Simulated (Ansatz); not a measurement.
Crystals in the fcc lattice, computed with PBE in Ansatz (plane-wave DFT, scalar-relativistic, harmonic phonons, no LO–TO term at Γ; smeared occupations, about 0.1 eV; no spin; PAW, where unfrozen means all-electron datasets; each on its own modest k mesh, which can be coarse for ε∞).

One of them, on the k mesh 8×8×8 in its relaxed cell of 55.0 Å³ an atom, gives lowest mode at X = [0.5, 0, 0.5] (cm⁻¹) 77; top mode at X = [0.5, 0, 0.5] (cm⁻¹) 102 (phonons by finite displacements).

Caveats: coarse k mesh.

(1) Which crystal is it?
A. Al
B. Sr
C. Cu
D. Pd

Answers

(1) B. It is Sr. The others give, for the lowest mode at X = [0.5, 0, 0.5] in cm⁻¹: Al 190 on 8×8×8, Cu 164 on 8×8×8, Pd 139 on 8×8×8.
